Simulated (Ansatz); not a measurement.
Suppose Ca4Au takes space group P6/mmm (No. 191), with Ca on 4h; Au on 1a.

Level of theory: Ansatz, DFT PBE, scalar-relativistic, plane waves, PAW. Cutoff 420 eV, Γ-centred mesh, Gaussian smearing, no spin polarisation.

The zero of energy is the elements' standard structures at the same level; no fitted shifts are applied.

**Question.** Give the relaxed lattice parameters and positions.

**Answer.**

Space group P6/mmm (No. 191). a = 5.553 Å, b = 5.553 Å, c = 6.830 Å, α = 90.00°, β = 90.00°, γ = 120.00°
```json
{"atom": "Ca", "site": "4h", "symmetry": "3m.", "x": "0.3333", "y": "0.6667", "z": "0.7640"}
{"atom": "Au", "site": "1a", "symmetry": "6/mmm", "x": "0.0000", "y": "0.0000", "z": "0.0000"}
```

Ca is surrounded by 4 Ca at 3.21–3.22 Å, 3 Au at 3.59 Å and 1 Ca at 3.61 Å; Au has 12 Ca at 3.59 Å. Another local minimum with the same sites may exist.

**Question.** And its energy and gap?

**Answer.** The energy over the elements is +0.31 eV/atom. The gap on the 12×12×6 mesh of the 5-atom cell is 0 eV (a metal). It can't be a ground state, since the elements alone are lower.

The last run used Gaussian smearing of 0.10 eV. These runs have no spin–orbit coupling, which can matter for Au. The cell is a metal run without spin; a magnetic state may lie lower. A structure relaxed within its symmetry needn't be a true minimum. Another cell of Ca4Au relaxed alike, in Pm-3m, lies 0.63 eV/atom lower, so this cell isn't the stable form at this level.
